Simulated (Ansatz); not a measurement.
C:
Space group R-3m, hexagonal axes (No. 166); a = b = 2.508 Å, c = 18.674 Å, α = β = 90.00°, γ = 120.00°

```
atom  site  symmetry       x       y       z
----  ----  --------  ------  ------  ------
C       6c        3m  0.0000  0.0000  0.2644
C       6c        3m  0.0000  0.0000  0.1806
C       6c        3m  0.0000  0.0000  0.0412
```
(The calculation used a cell of 6 atoms; values per cell refer to that cell.)

Relaxed with r²SCAN. DFT-r²SCAN in the program Ansatz with PAW potentials gives a gap of 4.72 eV.

### Question
What gap does HSE06 give on the same cell (Ansatz, PAW)?

### Answer
5.67 eV, 0.96 eV more. The hybrid was solved on a coarser mesh and at special points; its gap is the smallest among all of these.

```
k   v1 r²SCAN  c1 r²SCAN  v1 HSE06  c1 HSE06
--  ---------  ---------  --------  --------
Γ        0.00       5.46      0.00      6.56
T       -1.05       6.57     -1.06      7.67
L       -3.22       5.47         ?         ?
F       -4.19       4.81         ?         ?
S0      -4.76       5.18         ?         ?
H0      -4.78       5.21         ?         ?
```

### Question
Top valence (v1) and lowest conduction level (c1) in eV from each method's valence maximum (which need not be a listed point): supply the withheld HSE06 values.

### Answer

- F, v1 HSE06: -4.32
- F, c1 HSE06: 5.73
- S0, v1 HSE06: -4.91
- S0, c1 HSE06: 6.00
- H0, v1 HSE06: -4.92
- H0, c1 HSE06: 6.04
- L, v1 HSE06: -3.32
- L, c1 HSE06: 6.41

Cost on shared cores: the r²SCAN run (SCF on a 13×13×13 mesh, then bands and DOS) around 40 core-seconds (rough), the HSE06 run (SCF on 7×7×7, then a few points) around 2.0 core-minutes (rough); the tasks are unlike.

The start of the workflow was typed in or built on a structure type; the Crystallography Open Database files this formula in space group No. 166, but the cells were not matched. It is not the phase usual at ambient conditions (space group No. 194, 227). The cell was relaxed with r²SCAN under the symmetry of its start; whether a distortion lowers the energy is not shown.

Potentials: the later of the program's two PAW sets.
